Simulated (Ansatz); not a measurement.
The relaxed structure here is a generated cell of InSe: the first start was made by a random draw of sites in a space group, and the end was not matched to a known phase here, so it may be hypothetical. Known forms of InSe include space group No. 194.

One starting cell of InSe (a randomly generated symmetric cell of InSe (space group No. 154)) was relaxed twice with Ansatz (plane waves, PAW, scalar-relativistic): with PBEsol at 420 eV and with PBE at 420 eV. The PBEsol result:

```
CELL_PARAMETERS angstrom
      7.38897     0.00000     0.00000
     -3.69448     6.39903     0.00000
      0.00000     0.00000     4.06859
ATOMIC_POSITIONS crystal
  In 0.00000 0.31819 0.33333
  In 0.68181 0.68181 0.00000
  In 0.31819 0.00000 0.66667
  Se 0.00000 0.69138 0.33333
  Se 0.30862 0.30862 0.00000
  Se 0.69138 0.00000 0.66667
```

| quantity | PBEsol | PBE |
|---|---|---|
| space group | P3₂21 | P3₂21 |
| volume (Å³/atom) | 32.06 | ? |
| a (Å) | 7.389 | ? |
| c (Å) | 4.069 | ? |
| gap (eV, no spin-orbit coupling) | 0.00 | ? |

Question: Fill in the PBE column.

Answer: 
- volume (Å³/atom), PBE: 34.49
- a (Å), PBE: 7.492
- c (Å), PBE: 4.258
- gap (eV, no spin-orbit coupling), PBE: 0.00

Both levels end in the same structure; PBE's volume is 7.6 % larger. Neither column is exact.

No spin polarisation in the result. The relaxed primitive cell holds an odd number of electrons. A magnetic state may lie lower.

The run could not lower the symmetry of its start; a shaken copy of this end point relaxes with PBEsol to Pm (No. 6), 0.23 eV/atom lower.

Ansatz is a first-principles code.
